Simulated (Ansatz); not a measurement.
A geometry of SnO away from equilibrium: step 2 of the relaxation of a relaxed SnO cell, doubled along one cell vector, shaken by Gaussian noise of σ = 0.08 Å a coordinate. These are r2SCAN (plane waves to 500 eV, PAW, scalar-relativistic; Ansatz, a quantum-chemistry and plane-wave program) values and carry that method's errors. Γ-centred k-mesh 7×7×3 on the run's cell (coarser than for final values), Fermi–Dirac smearing 0.05 eV.

```xyz
8
Lattice="4.1896 0.0037 -0.0047 -2.0916 3.5299 -0.0045 -0.0119 -0.0199 10.4239" Properties=species:S:1:pos:R:3:forces:R:3 pbc="T T T" free_energy=-26424.589 pressure_GPa=-0.3
Sn     0.0839     2.3847     1.2676   -0.1319   -0.1528   -0.3394
Sn     0.0332     2.3552     6.4581   -0.2082    0.0039    0.0267
Sn     2.0764     1.2385     3.8234    0.0480   -0.0760   -0.2927
Sn     2.0905     1.2384     9.0806   -0.0350   -0.1142   -0.2806
O     -0.1065     2.4202     3.8896    0.0473    0.1290    0.0114
O     -0.0863     2.3928     9.1757    0.0689    0.1447   -0.0509
O      2.1972     1.0868     1.3344    0.0509    0.0834    0.6099
O      2.0308     1.1219     6.6527    0.1599   -0.0181    0.3155
```

Positions in Å, forces in eV/Å, free energy of the cell in eV (comparable only within this code, potentials and settings). Largest force: 0.62 eV/Å, on O7 (atoms numbered as listed); the geometry lies 0.49 eV/atom above the end of its relaxation.

No spin polarisation in the result.

The end of the path is a generated cell of SnO: the first start was made by placing the elements on the sites of a structure type, and the end was not matched to a known phase here, so it may be hypothetical. Known forms of SnO include space group No. 129.
